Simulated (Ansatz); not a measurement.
Ti6C: start and end of a relaxation

A trial structure of Ti6C was built thus: random cell by space group and Wyckoff sites (P6/mmm, No. 191). Lengths were set from tabulated atomic sizes, so they are only a guess.

POSCAR.start

```
Ti C
1.0
     5.21188    0.00000    0.00000
    -2.60594    4.51362    0.00000
     0.00000    0.00000    4.21668
Ti C
6 1
Direct
  0.32812 0.00000 0.50000
  0.00000 0.32812 0.50000
  0.67188 0.67188 0.50000
  0.67188 0.00000 0.50000
  0.00000 0.67188 0.50000
  0.32812 0.32812 0.50000
  0.00000 0.00000 0.00000
```

Theory: DFT PBE, scalar-relativistic, plane waves, PAW (Ansatz). Cutoff 420 eV, Gaussian smearing, Γ-centred meshes. Cell and atoms relax first on a coarse mesh and then on a finer one. In between, the cell is made exact in the group found at 0.06 Å. In metals the finer mesh still leaves noise of several meV/atom or more. The steps can't lower the symmetry of their start. Collinear spin is switched on along the way, since trial moments persisted in a coarse test.

POSCAR.end

```
Ti C
1.0
     7.62623    0.00000    0.00000
    -3.81312    6.60451    0.00000
     0.00000    0.00000    2.51717
Ti C
6 1
Direct
  0.31840 0.00000 0.50000
  0.00000 0.31840 0.50000
  0.68160 0.68160 0.50000
  0.68160 0.00000 0.50000
  0.00000 0.68160 0.50000
  0.31840 0.31840 0.50000
  0.00000 0.00000 0.00000
```

The symmetry stays P6/mmm (No. 191). The volume per atom grows by 27.8 %, from 14.2 to 18.1 Å³. The shortest distance goes from 1.71 Å (Ti–Ti) to 2.43 Å (Ti–Ti). The ratio c/a of the conventional cell changes by a factor of 0.41. The energy falls by about 4.0 eV/atom (the start's value is from the coarse mesh).

| Quantity | Value |
| --- | --- |
| Volume per atom | 18.11 Å³ |
| Density | 3.92 g/cm³ |
| Energy over the elements | +1.41 eV/atom |
| Gap on the 6×6×14 mesh of the 7-atom cell | 0 eV (a metal) |
| Net moment per atom | 0.00 μB |
| Moment by site | all under 0.1 μB |

Energies over the elements count from the elements' standard structures at the same level, with no fitted energy shifts. The separate elements lie lower, so it is unstable against them.

The last run used collinear spin and Gaussian smearing of 0.10 eV. The reference form of C is held partly by dispersion forces, which this level lacks. Symmetry constrained the relaxation, so the result can be a saddle point. In all, the 5 runs took 20 min on 1 thread of Intel(R) Xeon(R) Processor @ 2.50GHz (Skylake/Cascade Lake) (shared host). Site moments count only spheres around the atoms; the net moment includes the space between them.
